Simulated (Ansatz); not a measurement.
BW2:
```yaml
crystal:
  lattice:
    - [3.47065, 0.00000, 0.00000]
    - [0.00000, 3.47065, 0.00000]
    - [0.00000, 0.00000, 6.38845]
  atoms:
    - { symbol: W, position: [0.00000, 0.00000, 0.00000] }
    - { symbol: W, position: [0.50000, 0.50000, 0.00000] }
    - { symbol: W, position: [0.50000, 0.00000, 0.35997] }
    - { symbol: W, position: [0.00000, 0.50000, 0.64003] }
    - { symbol: B, position: [0.50000, 0.00000, 0.72159] }
    - { symbol: B, position: [0.00000, 0.50000, 0.27841] }
```

Relaxed with r²SCAN. Special points in fractions of this cell's reciprocal vectors: Γ (0.000, 0.000, 0.000); X (0.000, 0.500, 0.000); M (0.500, 0.500, 0.000); Z (0.000, 0.000, 0.500); R (0.000, 0.500, 0.500); A (0.500, 0.500, 0.500).

**Question.** List the band energies nearest the Fermi level at these points for DFT-r²SCAN with spin–orbit coupling in the program Ansatz with PAW potentials.

**Answer.** In eV from the Fermi level; about four levels below and three above (degenerate sets whole), none deeper than 8.9 eV; points with the same levels are listed once.

```
k                    below                above
-  -----------------------  -------------------
Γ  -0.45 -0.45 -0.40 -0.40  0.12 0.12 1.23 1.23
X  -1.69 -1.69 -1.69 -1.69  0.12 0.12 0.12 0.12
M  -1.21 -1.21 -1.21 -1.21  0.91 0.91 0.91 0.91
Z  -0.87 -0.87 -0.55 -0.55  1.12 1.12 1.43 1.43
R  -0.53 -0.53 -0.53 -0.53  0.65 0.65 0.65 0.65
A  -2.96 -2.96 -2.96 -2.96  1.21 1.21 1.21 1.21
```

Space group P4/nmm. A made-up cell: these elements were put on the sites of a structure type; neither database checked (COD, Materials Project) lists it. COD files the formula under space group No. 140. Whether it is the stable phase at ambient conditions was not checked. The r²SCAN relaxation kept the symmetry of its start; whether a distortion lowers the energy is not shown. No spin polarisation was allowed.

Potentials: the earlier of the program's two PAW sets.
